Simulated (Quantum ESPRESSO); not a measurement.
## Band energies of VCu3S4

```
CELL_PARAMETERS angstrom
      5.36988     0.00000     0.00000
      0.00000     5.36988     0.00000
      0.00000     0.00000     5.36988
ATOMIC_POSITIONS crystal
  S  0.76292 0.23708 0.76292
  S  0.23708 0.23708 0.23708
  S  0.23708 0.76292 0.76292
  S  0.76292 0.76292 0.23708
  V  0.00000 0.00000 0.00000
  Cu 0.00000 0.50000 0.00000
  Cu 0.50000 0.00000 0.00000
  Cu 0.00000 0.00000 0.50000
```

PBEsol (Quantum ESPRESSO, PseudoDojo norm-conserving, 92 Ry, no spin-orbit coupling); path ΓXMΓRX,MR; energies in eV from the valence-band maximum.

```
k (1/Å)  point  band 43  band 44  band 45  band 46  band 47  band 48  band 49  band 50
-------  -----  -------  -------  -------  -------  -------  -------  -------  -------
0.00         Γ    -1.58    -1.48    -0.64    -0.64    -0.64     1.15     1.15     1.81
0.39              -1.48    -1.46    -1.10    -0.60    -0.60     1.07     1.27     1.56
0.58         X    -1.46    -1.35    -1.33    -0.59    -0.59     1.02     1.31     1.57
0.78              -1.42    -1.39    -1.16    -0.68    -0.60     1.11     1.33     1.62
1.17         M    -1.74    -1.67    -0.94    -0.94    -0.17     1.26     1.43     1.61
1.58              -1.50    -1.24    -1.12    -0.76    -0.53     1.20     1.28     1.57
2.00         Γ    -1.58    -1.48    -0.64    -0.64    -0.64     1.15     1.15     1.81
2.34              -1.51    -1.20    -1.18    -0.59    -0.59     1.24     1.24     1.48
2.67              -1.73    -1.70    -0.42    -0.42    -0.42     1.43     1.43     1.78
3.01         R    -1.92    -1.92     0.00     0.00     0.00     1.56     1.56     2.16
3.34              -1.78    -1.62    -0.51    -0.40    -0.35     1.38     1.45     1.81
3.67              -1.41    -1.32    -1.24    -0.65    -0.59     1.09     1.31     1.63
3.84         X    -1.46    -1.35    -1.33    -0.59    -0.59     1.02     1.31     1.57
3.84         M    -1.74    -1.67    -0.94    -0.94    -0.17     1.26     1.43     1.61
4.13              -1.82    -1.69    -0.48    -0.48    -0.09     1.30     1.59     1.84
4.42         R    -1.92    -1.92     0.00     0.00     0.00     1.56     1.56     2.16
```

The PBEsol gap is indirect, 1.02 eV, from R to X; the smallest direct gap is 1.37 eV.

The 3d shell has no Hubbard U; the runs are without spin polarisation, and magnetic order was not tried.

Geometry of the Materials Project entry, not relaxed at this level.
